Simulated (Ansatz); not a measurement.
HfO2 with Ta replacing Hf, one structure, two calculations

Cell: a supercell of HfO2 (fluorite type, Fm-3m) built from a structure deposited in the COD, with the ions relaxed around the defect (PBE).

Space group Fm-3m (No. 225); a = 10.2300 Å.

| site | Wyckoff | site symmetry | x | y | z |
| --- | --- | --- | --- | --- | --- |
| Ta | 4a | m-3m | 0.0000 | 0.0000 | 0.0000 |
| Hf2 | 24d | m.mm | 0.2500 | 0.2500 | 0.0000 |
| Hf8 | 4b | m-3m | 0.5000 | 0.5000 | 0.5000 |
| O9 | 32f | .3m | 0.1211 | 0.1211 | 0.1211 |
| O12 | 32f | .3m | 0.6265 | 0.3735 | 0.3735 |

One atom of each set is listed; the run and its k-mesh use a cell of 24 atoms with edges of 7.23, 7.23, 7.23 Å.

First run. All values are calculated (Ansatz; DFT, PBE, plane waves and PAW, scalar-relativistic, 420 eV cutoff, Γ-centred 3×3×3 k-points, Fermi–Dirac smearing 0.01 eV, cell charge +1), not measured.

| site | V_zz (10²¹ V/m²) | η |
| --- | --- | --- |
| Ta | 0.00 | – |
| Hf2 | -4.78 | 0.32 |
| O9 | 1.81 | 0.00 |
| O12 | 0.71 | 0.00 |

Second run. The same atoms and settings, except that the functional is r2SCAN and the cutoff is 500 eV.

Task: Given the first result, estimate the second.

Result: 

```tsv
site	V_zz	η	change of V_zz
Ta	0.00	–	0.00
Hf2	-4.86	0.29	-0.08
O9	1.98	0.00	+0.17
O12	0.74	0.00	+0.03
```

The largest change of V_zz is on O9, from 1.81 to 1.98. In per cent, |V_zz| changes by +2 on Hf, +4 to +9 on O (all sites that start above 0.5). Other sites without a gradient aren't listed.

The defect repeats with the cell of 24 atoms, so it feels its images: sites between two images don't show the values beside a lone defect, and zeros or small values of η there can come from the images' arrangement. The relaxation keeps the site symmetry m-3m of the start, so the impurity can't leave its site; a start off the site could end lower. This high-symmetry form of HfO2 is unstable when cold, to shifts of the oxygen columns, towards the tetragonal form. The symmetry of the cell holds that distortion back, wholly or in part, and it would change the field gradients, the more the larger the distortion. A uniform background compensates the cell's charge. Without spin–orbit coupling the gradients at and beside Hf and Ta can be off by some per cent, at some sites by more.
For the second run: The cell keeps the host's lattice, where the r2SCAN pressure is -9 GPa (in a charged cell this depends on the convention for the mean potential).
